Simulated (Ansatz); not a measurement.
SiS₂ in space group Ibam (No. 72; S on 8j, Si on 4a), plane-wave PAW r²SCAN+D4 (Ansatz code). The conduction-band minimum lies on the G0–X line, 44 % of the way from G0, with 2 equivalent valleys. Second derivatives d²E/dk² of the lowest band at one valley (eV·Å²), along Cartesian directions:

| direction | d²E/dk² |
|---|---|
| [100] | 10.75 |
| [010] | 7.898 |
| [001] | 7.584 |
| [110] | 9.319 |
| [101] | 9.166 |
| [011] | 7.742 |

Find the principal effective masses, the density-of-states mass and the conductivity mass.

Off-diagonal terms follow from H_xy = H[110] − (H_xx + H_yy)/2, and m*/mₑ = 7.620 eV·Å² over each eigenvalue: 0.71, 0.96, 1.0. One valley's DOS mass (m₁m₂m₃)^(1/3) = 0.88, conductivity mass 3/(Σ 1/mᵢ) = 0.87 mₑ.

What effective density of states Nc follows at 300 K for parabolic valleys?

Nc = 2.509e19 × 2 × (0.88)^(3/2) ≈ 4.1e19 cm⁻³.

The cell was relaxed with r²SCAN+D4 under the symmetry of its start.

Potentials: the later of the program's two PAW sets.

Edges and masses are those of Kohn–Sham bands, whose gap is no quasiparticle gap.
